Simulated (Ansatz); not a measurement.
Given:

SiO2:
```xyz
9
Lattice="4.9203 0.0000 0.0000 -2.4601 4.2611 0.0000 0.0000 0.0000 5.4162" Properties=species:S:1:pos:R:3 pbc="T T T"
Si     2.3073     0.0000     3.6108
Si    -1.1537     1.9982     1.8054
Si     1.3065     2.2629     0.0000
O      1.3709     1.1466     4.2492
O      3.2419     0.6139     2.4438
O      2.7676     2.5006     0.6384
O      0.3075     1.7605     1.1670
O     -1.0893     3.1145     2.9724
O      0.7818     3.6471     4.7777
```

This is the r²SCAN-relaxed structure. Cartesian axes are those of the cell as given.

Problem. All from the program Ansatz at the r²SCAN level (PAW), unless another level is named. Estimate the piezoelectric stress constants (proper, relaxed ions, C/m²).

Solution. e11 = 0.17, e12 = e26 = -0.17, e14 = 0.04, e25 = -0.04.

Problem. Predict the zero-point energy.

Solution. 105.4 meV/atom.

Problem. And the Poisson's ratio?

Solution. 0.08.

Space group P3_221. The r²SCAN relaxation kept the symmetry of its start; phonons on a q-mesh show no instability.

Potentials: the later of the program's two PAW sets.
